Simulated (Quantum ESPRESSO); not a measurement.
**Band energies of Na$_{3}$P**

```xyz
8
Lattice="4.9202 0.0000 0.0000 -2.4601 4.2610 0.0000 0.0000 0.0000 8.7652" Properties=species:S:1:pos:R:3 pbc="T T T"
Na     0.0000     0.0000     2.1913
Na     0.0000     0.0000     6.5739
Na     0.0000     2.8407     5.0858
Na     2.4601     1.4203     3.6795
Na     2.4601     1.4203     0.7031
Na     0.0000     2.8407     8.0621
P      0.0000     2.8407     2.1913
P      2.4601     1.4203     6.5739
```

PBEsol (Quantum ESPRESSO, PseudoDojo norm-conserving, 88 Ry, without SOC); path ΓMKΓALHA,LM,KH; energies in eV from the valence-band maximum.

```
k (1/Å)  point  band 28  band 29  band 30  band 31  band 32  band 33  band 34  band 35
-------  -----  -------  -------  -------  -------  -------  -------  -------  -------
0.00         Γ    -0.22    -0.12    -0.12     0.00     0.00     0.44     2.54     4.16
0.49              -1.63    -1.45    -0.49    -0.36    -0.18     2.18     2.46     2.96
0.74         M    -1.74    -1.17    -0.65    -0.58    -0.24     2.03     2.38     2.80
0.95              -1.64    -1.08    -1.01    -0.66    -0.64     1.88     2.98     3.39
1.16         K    -1.48    -1.48    -1.05    -0.82    -0.82     1.70     3.56     4.24
1.33              -1.56    -1.17    -1.16    -0.82    -0.57     1.88     3.19     3.86
1.84              -0.61    -0.46    -0.22    -0.18    -0.04     1.05     2.94     3.82
2.01         Γ    -0.22    -0.12    -0.12     0.00     0.00     0.44     2.54     4.16
2.01         A    -1.60    -0.06    -0.06    -0.06    -0.06     1.96     1.96     4.13
2.38              -1.68    -0.72    -0.72    -0.26    -0.26     2.31     2.31     3.85
2.75         L    -2.08    -0.62    -0.62    -0.43    -0.43     1.78     1.78     3.78
2.96              -1.96    -0.97    -0.97    -0.46    -0.46     2.15     2.15     3.76
3.18         H    -1.70    -1.45    -1.45    -0.43    -0.43     2.64     2.64     3.01
3.30              -1.80    -1.26    -1.26    -0.45    -0.45     2.48     2.48     3.28
3.54              -1.77    -0.75    -0.75    -0.53    -0.53     2.38     2.38     3.88
3.91              -1.59    -0.22    -0.22    -0.09    -0.09     2.12     2.12     3.98
4.03         A    -1.60    -0.06    -0.06    -0.06    -0.06     1.96     1.96     4.13
4.03         L    -2.08    -0.62    -0.62    -0.43    -0.43     1.78     1.78     3.78
4.39         M    -1.74    -1.17    -0.65    -0.58    -0.24     2.03     2.38     2.80
4.39         K    -1.48    -1.48    -1.05    -0.82    -0.82     1.70     3.56     4.24
4.75         H    -1.70    -1.45    -1.45    -0.43    -0.43     2.64     2.64     3.01
```

The PBEsol gap is direct, 0.44 eV at Γ.

Geometry of the Materials Project entry, not relaxed at this level.
